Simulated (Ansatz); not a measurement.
Bi2Te3:
```xyz
5
Lattice="2.2241 1.2841 10.6493 -2.2241 1.2841 10.6493 0.0000 -2.5682 10.6493" Properties=species:S:1:pos:R:3 pbc="T T T"
Bi     0.0000     0.0000    12.7023
Bi     0.0000     0.0000    19.2455
Te     0.0000     0.0000     0.0000
Te     0.0000     0.0000     6.8754
Te     0.0000     0.0000    25.0725
```

Relaxed with PBE.

Question: Which orbitals make up the states near the band edges in DFT-PBE in the program Ansatz with PAW potentials?

Answer: Top 1 eV of the valence band: Te 5p 89 %. Bottom 1 eV of the conduction band: Bi 6p 59 %, Te 5p 31 %, Te 5s 6 %. Projections are on Löwdin-orthogonalised atomic valence shells; empty p or d shells of many metals are not among them.

Question: Tabulate the density of states.

Answer: States/eV per cell of 5 atoms, in 0.25 eV bins, energy from the valence-band maximum.

| E (eV) | total | Te 5p | Bi 6p | Te 5s |
|---|---|---|---|---|
| -7.85 | 0.19 | 0.00 | 0.00 | 0.10 |
| -7.60 | 0.00 | 0.00 | 0.00 | 0.00 |
| -7.35 | 0.00 | 0.00 | 0.00 | 0.00 |
| -7.10 | 0.00 | 0.00 | 0.00 | 0.00 |
| -6.85 | 0.00 | 0.00 | 0.00 | 0.00 |
| -6.60 | 0.00 | 0.00 | 0.00 | 0.00 |
| -6.35 | 0.00 | 0.00 | 0.00 | 0.00 |
| -6.10 | 0.00 | 0.00 | 0.00 | 0.00 |
| -5.85 | 0.00 | 0.00 | 0.00 | 0.00 |
| -5.60 | 0.00 | 0.00 | 0.00 | 0.00 |
| -5.35 | 0.00 | 0.00 | 0.00 | 0.00 |
| -5.10 | 0.00 | 0.00 | 0.00 | 0.00 |
| -4.85 | 0.00 | 0.00 | 0.00 | 0.00 |
| -4.60 | 0.47 | 0.26 | 0.20 | 0.01 |
| -4.35 | 2.22 | 1.19 | 0.97 | 0.05 |
| -4.10 | 2.12 | 1.15 | 0.92 | 0.04 |
| -3.85 | 2.05 | 1.14 | 0.86 | 0.02 |
| -3.60 | 3.21 | 1.83 | 1.29 | 0.05 |
| -3.35 | 4.31 | 2.53 | 1.64 | 0.08 |
| -3.10 | 4.55 | 2.68 | 1.67 | 0.12 |
| -2.85 | 5.76 | 3.42 | 2.12 | 0.14 |
| -2.60 | 4.46 | 2.73 | 1.55 | 0.10 |
| -2.35 | 5.95 | 3.65 | 2.04 | 0.15 |
| -2.10 | 4.66 | 2.83 | 1.62 | 0.12 |
| -1.85 | 3.64 | 2.26 | 1.20 | 0.10 |
| -1.60 | 3.05 | 2.12 | 0.78 | 0.07 |
| -1.35 | 4.00 | 3.08 | 0.72 | 0.08 |
| -1.10 | 4.72 | 4.09 | 0.37 | 0.05 |
| -0.85 | 5.92 | 5.30 | 0.28 | 0.04 |
| -0.60 | 7.52 | 6.77 | 0.24 | 0.04 |
| -0.35 | 3.00 | 2.60 | 0.13 | 0.03 |
| -0.10 | 0.40 | 0.32 | 0.03 | 0.01 |
| 0.15 | 0.00 | 0.00 | 0.00 | 0.00 |
| 0.40 | 0.00 | 0.00 | 0.00 | 0.00 |
| 0.65 | 0.04 | 0.01 | 0.03 | 0.01 |
| 0.90 | 0.51 | 0.12 | 0.32 | 0.05 |
| 1.15 | 2.34 | 0.67 | 1.42 | 0.15 |
| 1.40 | 5.12 | 1.68 | 2.96 | 0.24 |
| 1.65 | 5.54 | 2.06 | 3.02 | 0.17 |
| 1.90 | 5.24 | 2.10 | 2.72 | 0.13 |
| 2.15 | 3.72 | 1.54 | 1.91 | 0.08 |
| 2.40 | 3.45 | 1.44 | 1.77 | 0.07 |
| 2.65 | 2.40 | 0.97 | 1.27 | 0.04 |
| 2.90 | 3.30 | 1.28 | 1.72 | 0.05 |
| 3.15 | 3.61 | 1.45 | 1.85 | 0.05 |
| 3.40 | 3.97 | 1.64 | 1.97 | 0.04 |
| 3.65 | 2.93 | 1.14 | 1.29 | 0.03 |
| 3.90 | 4.00 | 1.22 | 1.32 | 0.03 |
| 4.15 | 2.60 | 0.71 | 0.73 | 0.02 |
| 4.40 | 2.59 | 0.56 | 0.56 | 0.01 |
| 4.65 | 2.47 | 0.39 | 0.39 | 0.01 |
| 4.90 | 1.16 | 0.09 | 0.08 | 0.00 |
| 5.15 | 2.16 | 0.04 | 0.03 | 0.00 |
| 5.40 | 3.72 | 0.10 | 0.08 | 0.00 |

Space group R-3m. The PBE relaxation kept the symmetry of its start. A crystal of weakly bound layers computed without a dispersion correction: the cell and the soft elastic constants depend strongly on that. Spin–orbit coupling is left out wherever it is not named.

Potentials: the later of the program's two PAW sets.
